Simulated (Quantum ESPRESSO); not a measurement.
# Band energies of Cs₂Se at +1 % isotropic strain

```
Cs2Se
1.0
    2.95976     1.70882     4.82302
   -2.95976     1.70882     4.82302
    0.00000    -3.41764     4.82302
Se Cs
1 2
Cartesian
  0.00000   0.00000   0.00000
  0.00000   0.00000  10.84725
  0.00000   0.00000   3.62181
```

PBEsol (Quantum ESPRESSO, PseudoDojo norm-conserving, 86 Ry, no spin-orbit coupling); path ΓLB1,BZΓX,QFP1Z,LP; energies in eV from the valence-band maximum.

```
k (1/Å)  point  band 13  band 14  band 15  band 16  band 17  band 18  band 19  band 20
-------  -----  -------  -------  -------  -------  -------  -------  -------  -------
0.00         Γ    -7.89    -7.89    -0.58    -0.58    -0.58     1.81     3.35     3.35
0.13              -7.91    -7.88    -0.59    -0.56    -0.55     2.00     3.41     3.42
0.39              -8.02    -7.86    -0.51    -0.38    -0.38     3.03     3.89     3.90
0.65         L    -8.17    -7.90    -0.36    -0.27    -0.27     3.45     4.34     4.36
0.86              -7.93    -7.90    -0.35    -0.30    -0.20     3.10     4.33     4.52
1.08              -7.78    -7.77    -0.36    -0.36    -0.05     2.87     4.14     4.18
1.18        B1    -7.76    -7.75    -0.36    -0.36    -0.03     2.86     4.11     4.12
1.18         B    -7.76    -7.75    -0.36    -0.36    -0.03     2.86     4.11     4.12
1.31              -7.79    -7.79    -0.36    -0.35    -0.07     2.89     4.16     4.23
1.58              -8.03    -7.91    -0.35    -0.28    -0.24     3.27     4.40     4.44
1.71         Z    -8.17    -7.91    -0.36    -0.27    -0.27     3.45     4.35     4.35
1.82              -8.12    -7.89    -0.39    -0.29    -0.29     3.39     4.24     4.24
2.04              -7.99    -7.85    -0.55    -0.43    -0.43     2.77     3.74     3.74
2.15              -7.94    -7.86    -0.59    -0.51    -0.51     2.30     3.53     3.53
2.36         Γ    -7.89    -7.89    -0.58    -0.58    -0.58     1.81     3.35     3.35
2.56              -7.89    -7.88    -0.61    -0.54    -0.49     2.23     3.47     3.53
2.76              -7.93    -7.83    -0.54    -0.41    -0.31     3.03     3.63     3.97
2.96              -8.03    -7.78    -0.34    -0.31    -0.24     2.96     4.02     4.53
3.06              -7.97    -7.76    -0.41    -0.23    -0.16     2.85     4.07     4.83
3.16         X    -7.89    -7.74    -0.55    -0.14    -0.09     2.78     3.99     4.58
3.16         Q    -7.89    -7.74    -0.55    -0.14    -0.09     2.78     3.99     4.58
3.42         F    -7.79    -7.72    -0.79     0.00     0.00     2.64     3.83     4.19
3.69        P1    -7.89    -7.74    -0.55    -0.14    -0.09     2.78     3.99     4.58
3.87              -7.97    -7.83    -0.41    -0.24    -0.18     2.98     4.25     4.62
3.97              -7.99    -7.90    -0.36    -0.27    -0.23     3.16     4.38     4.48
4.15         Z    -8.17    -7.91    -0.36    -0.27    -0.27     3.45     4.35     4.35
4.15         L    -8.17    -7.90    -0.36    -0.27    -0.27     3.45     4.34     4.36
4.24              -8.07    -7.91    -0.36    -0.27    -0.26     3.35     4.37     4.44
4.43              -7.97    -7.83    -0.41    -0.24    -0.18     2.98     4.25     4.61
4.61         P    -7.89    -7.74    -0.55    -0.14    -0.09     2.78     3.99     4.58
```

The PBEsol gap is indirect, 1.81 eV, from F to Γ; the smallest direct gap is 2.39 eV.

Spin-orbit splittings are left out.

Geometry strained from the cell relaxed with PBEsol, atoms relaxed again.

The structure is a Materials Project entry; no match was found in the copy of COD used, and its stability was not checked.
